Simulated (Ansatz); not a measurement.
SiRu in space group I4_1md (No. 109; Ru on 4a, Si on 4a), PBE in the plane-wave PAW code Ansatz, all energies at zero smearing, with the estimated change up to a 700 eV cutoff added, with one set of potentials and settings (totals compare only within such a set). Cell of 4 atoms (2 Ru, 2 Si): -13031.032 eV.

```tsv
element	reference phase	E (eV/atom)
Ru	P6_3/mmc, 2 atoms in the cell	-5878.6876
Si	Fd-3m, 2 atoms in the cell	-635.8096
```

Formation energy per atom, worked out: (-13031.032 − 2×(-5878.6876) − 2×(-635.8096))/4 = -0.509 eV/atom (-49 kJ per mol of atoms), at 0 K, without zero-point energy or fitted corrections.

A made-up cell: these elements were put on the sites of a structure type; neither database checked (COD, Materials Project) lists it. Whether it is the stable phase at ambient conditions was not checked. Symmetry was held in the PBE relaxation; whether a distortion lowers the energy is not shown. No spin polarisation was allowed. The references are the lowest solids computed at this level, not always the standard phases.

Potentials: the later of the program's two PAW sets.
